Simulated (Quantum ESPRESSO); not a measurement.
pw.x input (Quantum ESPRESSO 7.5; PBEsol, PseudoDojo standard norm-conserving files, fully relativistic):

```
&CONTROL
  calculation = 'scf'
  pseudo_dir = './pseudo'
  outdir = './out'
  tprnfor = .true.
  tstress = .true.
/
&SYSTEM
  ibrav = 0
  nat = 2
  ntyp = 2
  ecutwfc = 46.0
  ecutrho = 184.0
  occupations = 'smearing'
  smearing = 'fd'
  degauss = 0.002
  nbnd = 20
  noncolin = .true.
  lspinorb = .true.
/
&ELECTRONS
  conv_thr = 2e-10
/
ATOMIC_SPECIES
Br 79.9040 Br.upf
Rb 85.4678 Rb.upf
CELL_PARAMETERS angstrom
  4.071676036000   0.000000000000   0.000000000000
  0.000000000000   4.071676036000   0.000000000000
  0.000000000000   0.000000000000   4.071676036000
ATOMIC_POSITIONS crystal
Br   0.500000000000   0.500000000000   0.500000000000
Rb   0.000000000000   0.000000000000   0.000000000000
K_POINTS automatic
6 6 6 0 0 0
```

End of the output:

```
     total energy              =     -85.77842539 Ry
     estimated scf accuracy    <       0.00000048 Ry
     total energy              =     -85.77842549 Ry
     estimated scf accuracy    <          3.8E-10 Ry
     total energy              =     -85.77842549 Ry
     estimated scf accuracy    <          2.1E-10 Ry
[...]
     the Fermi energy is     5.2657 ev
!    total energy              =     -85.77842549 Ry
     estimated scf accuracy    <          7.0E-11 Ry
     smearing contrib. (-TS)   =       0.00000000 Ry
     internal energy E=F+TS    =     -85.77842549 Ry
     The total energy is F=E-TS. E is the sum of the following terms:
     one-electron contribution =     -12.17612153 Ry
     hartree contribution      =      11.86277641 Ry
     xc contribution           =     -24.39527625 Ry
     ewald contribution        =     -61.06980413 Ry
     convergence has been achieved in   9 iterations
     Forces acting on atoms (cartesian axes, Ry/au):
     atom    1 type  1   force =     0.00000000    0.00000000    0.00000000
     atom    2 type  2   force =     0.00000000    0.00000000    0.00000000
     Total force =     0.000000     Total SCF correction =     0.000000
     Computing stress (Cartesian axis) and pressure
          total   stress  (Ry/bohr**3)                   (kbar)     P=        0.18
   0.00000120   0.00000000   0.00000000            0.18        0.00        0.00
   0.00000000   0.00000120   0.00000000            0.00        0.18        0.00
   0.00000000   0.00000000   0.00000120            0.00        0.00        0.18
```
In a gapped system the printed Fermi energy is only some level inside the gap.

Geometry relaxed with PBEsol.
